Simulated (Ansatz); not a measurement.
One crystal and one scan (energy against volume) at two levels, PBE (plane waves to 420 eV, PAW, scalar-relativistic; Ansatz, a first-principles code) and r2SCAN (plane waves to 500 eV, PAW, scalar-relativistic; Ansatz), each from its own relaxed cell and on its own mesh.

The crystal is CsBr (CsCl type); the cell is scaled evenly about its relaxed volume V₀.

E stands for the smeared free energy. CsBr was relaxed with its symmetry unable to fall. Both scans cover V/V₀ from 0.940 to 1.060.

```json
[
 {"quantity": "Lattice constant a (Å)", "run 1": "4.389", "run 2": "4.323"},
 {"quantity": "Band gap of the relaxed cell, no spin-orbit coupling (eV)", "run 1": "4.26", "run 2": "5.19"},
 {"quantity": "Pressure at the smallest volume (GPa)", "run 1": "0.89", "run 2": "1.12"},
 {"quantity": "Energy cost of the largest compression (meV/atom)", "run 1": "6.7", "run 2": "8.0"},
 {"quantity": "Energy cost of the largest expansion (meV/atom)", "run 1": "5.1", "run 2": "6.2"},
 {"quantity": "Bulk modulus B₀ (third-order Birch-Murnaghan fit) (GPa)", "run 1": "12.2", "run 2": "15.4"},
 {"quantity": "Pressure for 5 % compression (fit) (GPa)", "run 1": "0.7", "run 2": "0.9"}
]
```

**Question.** Which run is which level?

**Answer.** Run 1 is PBE, run 2 is r2SCAN. PBE gives the higher value for: lattice constant a. PBE gives the lower value for: band gap of the relaxed cell, no spin-orbit coupling; pressure at the smallest volume; energy cost of the largest compression; energy cost of the largest expansion; bulk modulus B₀.

(Under strain, the slope of the energy per volume gives the stress and its curvature an elastic modulus.)
